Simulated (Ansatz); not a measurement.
Here is the system:

CuAu (CuAu type, space group P4/mmm)

Space group P4/mmm (No. 123); a = b = 2.8815 Å, c = 3.6148 Å, α = β = γ = 90.00°

```tsv
atom	site	symmetry	x	y	z
Cu	1d	4/mmm	0.5000	0.5000	0.5000
Au	1a	4/mmm	0.0000	0.0000	0.0000
```

The volume is varied about the relaxed value V₀ at fixed cell shape. Symmetry pins the atoms to their sites.

These are PBE (plane waves to 420 eV, PAW, scalar-relativistic; Ansatz, a program for electronic structure) values and carry that method's errors. k mesh 16×16×13 (Γ-centred), Fermi-Dirac smearing 0.05 eV. Energies are smeared free energies. Compression counts positive. With the shape held, the modulus is that of even scaling; a crystal free to change shape is softer. CuAu is run without spin polarisation. CuAu was relaxed with its symmetry unable to fall. Spin-orbit coupling is left out, though Au is heavy. The zero of ΔE is the relaxed starting cell.

The scan covers V/V₀ from 0.940 to 1.060 in 9 points.

Problem. What is ΔE at V/V₀ = 1.060?

Solution. 21 meV/atom.

Problem. What is ΔE at V/V₀ = 0.940?

Solution. 27 meV/atom.

Problem. What pressure does the cell carry at V/V₀ = 0.940?

Solution. 10.3 GPa.

(A scan under strain: stresses follow from slopes of the energy per volume, elastic moduli from its curvatures.)
